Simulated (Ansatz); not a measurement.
Ge (diamond), relaxed with r2SCAN in Ansatz 0.2.0. The symmetry is Fd-3m (No. 227, cubic); conventional cell a = 5.674 Å, 22.83 Å³ an atom. Around Ge lie 4 Ge at 2.46 Å.

The axes x, y and z are those of this cell:
```
CELL_PARAMETERS angstrom
0.00000 2.83687 2.83687
2.83687 0.00000 2.83687
2.83687 2.83687 0.00000
ATOMIC_POSITIONS crystal
Ge 0.00000 0.00000 0.00000
Ge 0.25000 0.25000 0.25000
```

Unstrained: With r2SCAN the gap is 0.362 eV and direct, at Γ. With HSE06 the valence top lies at Γ and the conduction bottom at L, 0.776 eV higher; the smallest vertical gap, at Γ, is 0.779 eV. Least and direct gap differ so little that the kind isn't settled. A second conduction valley, at Γ, lies only 3 meV higher, so their order isn't settled. Meshes: r2SCAN 8×8×8, HSE06 6×6×6. Strains are changes of length per length. After each strain the atoms were relaxed again with r2SCAN within the symmetry that the strain leaves, so tilts or polar shifts that break it weren't tested; points keep the names that they have in the unstrained zone. No spin polarisation and no zero-point or thermal motion.

Q: Estimate what epitaxial -1.0 % in the plane normal to [111], free normal strain +0.36 % does to the gap.

A: r2SCAN: the gap goes from 0.362 to 0.399 eV (+0.037 eV); it turns from direct (Γ) to indirect (Γ → L [(0, 0, -1/2)]); with r2SCAN the top three valence levels at Γ, degenerate before, become 2+1 from the top over 124 meV. HSE06: the gap goes from 0.776 to 0.743 eV (-0.033 eV). The r2SCAN energy rises by 2.6 meV an atom.

Q: For epitaxial +4.0 % in the plane normal to [111], how far does the free direction move, and what happens to the gap?

A: The normal strain at zero normal stress is -1.43 %, 0.36 of the in-plane strain with the sign turned. r2SCAN: gap 0.36 before, none (overlap 0.50) after (eV); it has closed.

Q: For epitaxial -4.0 % in the plane normal to [111], how far does the free direction move, and what happens to the gap?

A: The normal strain at zero normal stress is +1.45 %, 0.36 of the in-plane strain with the sign turned. r2SCAN: the gap goes from 0.362 to 0.223 eV (-0.139 eV); it turns from direct (Γ) to indirect (Γ → L [(0, 0, 1/2)]); the L points, equivalent before, split by 909 meV, and the conduction bottom lies at those like (0, 0, 1/2); with r2SCAN the top three valence levels at Γ, degenerate before, become 2+1 from the top over 611 meV. HSE06: the gap goes from 0.776 to 0.580 eV (-0.196 eV); the L points, equivalent before, split by 906 meV, and the conduction bottom lies at those like (0, 0, 1/2).

Q: For epitaxial -3.0 % in the plane normal to [111], how far does the free direction move, and what happens to the gap?

A: The normal strain at zero normal stress is +1.05 %, 0.35 of the in-plane strain with the sign turned. r2SCAN: the gap goes from 0.362 to 0.301 eV (-0.061 eV); it turns from direct (Γ) to indirect (Γ → L [(0, 0, 1/2)]); the L points, equivalent before, split by 652 meV, and the conduction bottom lies at those like (0, 0, 1/2); with r2SCAN the top three valence levels at Γ, degenerate before, become 2+1 from the top over 417 meV. HSE06: the gap goes from 0.776 to 0.653 eV (-0.123 eV); the L points, equivalent before, split by 651 meV, and the conduction bottom lies at those like (0, 0, 1/2).

Q: Apply epitaxial +2.0 % in the plane normal to [111], free normal strain -0.62 %. How far does the gap move, against the unstrained cell?

A: r2SCAN: gap 0.36 before, none (overlap 0.06) after (eV); it has closed. HSE06: the gap goes from 0.776 to 0.253 eV (-0.523 eV). The r2SCAN energy rises by 9.5 meV an atom.

Q: For epitaxial -2.0 % in the plane normal to [111], how far does the free direction move, and what happens to the gap?

A: The normal strain at zero normal stress is +0.69 %, 0.34 of the in-plane strain with the sign turned. r2SCAN: the gap goes from 0.362 to 0.356 eV (-0.006 eV); it turns from direct (Γ) to indirect (Γ → L [(0, 0, 1/2)]); the L points, equivalent before, split by 420 meV, and the conduction bottom lies at those like (0, 0, 1/2); with r2SCAN the top three valence levels at Γ, degenerate before, become 2+1 from the top over 260 meV. HSE06: the gap goes from 0.776 to 0.705 eV (-0.071 eV); the L points, equivalent before, split by 420 meV, and the conduction bottom lies at those like (0, 0, 1/2).

Q: For epitaxial +1.0 % in the plane normal to [111], how far does the free direction move, and what happens to the gap?

A: The normal strain at zero normal stress is -0.34 %, 0.34 of the in-plane strain with the sign turned. r2SCAN: the gap goes from 0.362 to 0.122 eV (-0.240 eV); so small a gap is at the limit of these settings; with r2SCAN the top three valence levels at Γ, degenerate before, become 1+2 from the top over 105 meV. HSE06: the gap goes from 0.776 to 0.503 eV (-0.273 eV).

Q: Estimate what epitaxial +3.0 % in the plane normal to [111], free normal strain -0.96 % does to the gap.

A: r2SCAN: gap 0.36 before, none (overlap 0.28) after (eV); it has closed. The r2SCAN energy rises by 20.5 meV an atom.

Spin-orbit coupling is left out.

Overlapping bands make a metal at that level, for which these meshes are coarse; small forces, stresses and energy differences are uncertain.

The meshes of the hybrids are coarse, so their gaps aren't converged to the digits shown.

The splittings at Γ are without spin-orbit coupling, which regroups them where it is of like size or larger.
